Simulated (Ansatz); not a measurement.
Property card for Al₃GaIr

Level of theory: Ansatz 0.2.0, DFT PBE, scalar-relativistic, plane waves, PAW.

Plane waves to 420 eV, a k mesh through Γ of 8×8×8 on the computed 5-atom cell and Gaussian smearing (0.10 eV); no spin polarisation.

The structure is relaxed at this level of theory with its symmetry kept, and needn't be the ground state of this composition.

```
Al Ga Ir
1.0
     4.59038    0.00000    0.00000
     0.00000    4.59038    0.00000
     0.00000    0.00000    4.59038
Al Ga Ir
3 1 1
Cartesian
  0.0000 2.2952 0.0000
  0.0000 0.0000 2.2952
  2.2952 0.0000 0.0000
  0.0000 0.0000 0.0000
  2.2952 2.2952 2.2952
```

```json
{
 "Space group": "Pm-3m (No. 221)",
 "Volume per atom": "19.35 Å³",
 "Formation energy from the elements' standard states (uncorrected)": "+0.936 eV/atom",
 "Kohn–Sham band gap": "none (metal)",
 "Density of states at the Fermi level": "2.8 states/eV per cell",
 "Orbital (Löwdin) character within 0.5 eV of the Fermi level": "Ir 5d 36 %, Al 3p 27 %, Al 3s 23 %, unprojected 4 %",
 "Bader charge by site (e)": "Al (3 in the cell) 1.40, Ga (1 in the cell) -2.92, Ir (1 in the cell) -1.28"
}
```

Spin-orbit coupling is left out, which matters for the bands of heavy elements.

Another cell of Al3GaIr relaxed alike, in Cm, lies 1.35 eV/atom lower, so this cell isn't the stable form at this level.

The cell was found from a structure generator's guess, not taken from experiment. Löwdin shares on free-atom orbitals overweight diffuse shells.
